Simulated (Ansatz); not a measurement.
WS2:
```xyz
6
Lattice="3.1720 0.0000 0.0000 -1.5860 2.7471 0.0000 0.0000 0.0000 12.5522" Properties=species:S:1:pos:R:3 pbc="T T T"
W      0.0000     1.8314     3.1381
W      1.5860     0.9157     9.4142
S      0.0000     1.8314     7.8534
S      1.5860     0.9157     4.6988
S      1.5860     0.9157     1.5773
S      0.0000     1.8314    10.9749
```

The program Ansatz at the r²SCAN+D4 level (PAW) gives a gap of 1.18 eV without spin–orbit coupling, maximum at Γ, minimum on the K–Γ line, 48 % of the way from K.

### Question
What happens when spin–orbit coupling is switched on?

### Answer
The gap drops by 0.05 eV, to 1.13 eV; maximum at Γ, minimum on the K–Γ line, 48 % of the way from K.

### Question
Give the electron effective mass with spin–orbit coupling.

### Answer
0.53, 0.56, 0.59 mₑ (principal values).

### Question
Give the hole effective mass with spin–orbit coupling.

### Answer
0.63, 0.63, 0.74 mₑ (principal values).

Space group P6_3/mmc. The r²SCAN+D4 relaxation kept the symmetry of its start; phonons on a q-mesh show no instability. No spin polarisation was allowed.

Potentials: the earlier of the program's two PAW sets.
